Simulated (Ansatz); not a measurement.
# What a change of settings does: W (fcc type)

First run: DFT, LDA, norm-conserving pseudopotentials, Ansatz's default files, scalar-relativistic (Ansatz 0.2.0).

Command: `ansatz run input.yaml --threads 1 --pin off --max-ram 2048MiB --backend cpu --events-out ev --progress --plain --runs-dir out` It took 4.7 s on 1 thread of Arm Neoverse V1, with other jobs on the host, peak memory 0.28 GiB.

```yaml
crystal:
  lattice:
    - [0.0, 1.9318218196, 1.9318218196]
    - [1.9318218196, 0.0, 1.9318218196]
    - [1.9318218196, 1.9318218196, 0.0]
  atoms:
    - { symbol: W, position: [0.0, 0.0, 0.0] }
kpoints:
  mp_grid: { grid: [16, 16, 16] }
scf:
  occupations: { method: fermi_dirac, width: 0.08 }
hamiltonian:
  xc: lda
  pseudopotentials: { kind: nc }
output:
  forces: true
  stress: true
  eigenvalues: true
```

The cell comes from a relaxation on PAW files under the same functional, begun from a prototype that needn't be the stable phase.

This run: volume at 0.92 of the series' base cell.

It converges in 6 SCF iterations at a pressure of 29.3 GPa, cutoff 952 eV.

The input is then changed:

```diff
 kpoints:
-  mp_grid: { grid: [16, 16, 16] }
+  mp_grid: { grid: [16, 16, 16], shift: [0.5, 0.5, 0.5] }
 scf:
```

Predict the outcome of the changed run.

It converges in 6 SCF iterations at a pressure of 29.5 GPa, cutoff 952 eV, free energy +0.4 meV/atom against the first run's. Results part of its log:
```
Warning: crystal.symmetry: narrowed to the stabiliser of the k-point mesh — unitary ops 48 → 12; excluded 36 operations that carry a point of the 16×16×16 mesh (shift [0.5, 0.5, 0.5]) off the mesh (the run samples exactly the mesh kpoints.mp_grid names, as under crystal.symmetry.detect: false, and its converged state has the mesh's symmetry, not the crystal's; ε∞, the Born charges and the force co
SCF 1 converged in 6 iterations: F = -2065.430904 eV  dr2 = 9.94e-10
SCF converged after 6 iterations
Free energy (F): -2065.430904 eV
Harris-Foulkes:  -2065.430904 eV  (|F-HF|=3.98e-10)
Internal energy: -2065.408767 eV  (E = F + TS)
E sigma→0 (E₀):  -2065.419836 eV
Entropy (-TS):   -0.022136 eV (-22.136 meV/atom)
Fermi energy:    24.164051 eV
--- Per-component energies (eV) ---
  E_band       = -52.181952
  E_kinetic    = 560.203390
  E_local      = -1050.173406  (includes V_loc(G=0)·N_el)
  E_nonlocal   = 347.236091
  E_hartree    = 202.359343
  E_xc         = -450.449604
  E_vxc        = -314.166995  (∫ρ·V_xc dr)
  E_ewald      = -1674.584582
  E_smearing   = -0.022136  (= −TS)
  E_closure    = -0.000000  (closes the sum)
  Σ components = -2065.430904   (vs F -2065.430904, Δ=0.00e0)
--- Forces (eV/Å), atoms counted from 1 ---
  atom   1  W     -0.00000000    -0.00000000     0.00000000
  max |Σ_I F_I| component: 6.57e-31 eV/Å
--- Stress (GPa, compression-positive) ---
       29.549144      -0.004938      -0.004938
       -0.004938      29.549144      -0.004938
       -0.004938      -0.004938      29.549144
  P = ⅓ Tr σ = 29.5491 GPa (295.491 kbar)
--- Band table (eV; the first three rows and the last of 408) ---
  k-point 0: bands = ["-49.2643", "-12.6812", "-12.6691", "-12.6691", "14.6160", "23.3567", "23.4200", "23.4200", "27.0888", "27.0888", "37.3199"]
  k-point 1: bands = ["-49.2548", "-12.7751", "-12.6903", "-12.6747", "14.8839", "23.1420", "23.5329", "23.5722", "26.8560", "27.0811", "37.8432"]
  k-point 2: bands = ["-49.2327", "-12.9979", "-12.7245", "-12.6975", "15.5084", "22.7505", "23.7868", "23.8145", "26.5647", "27.0033", "38.8804"]
  k-point 407: bands = ["-49.0733", "-14.4017", "-12.9485", "-12.9071", "18.0279", "22.8433", "23.2493", "25.1403", "30.0150", "30.5820", "36.2562"]
```
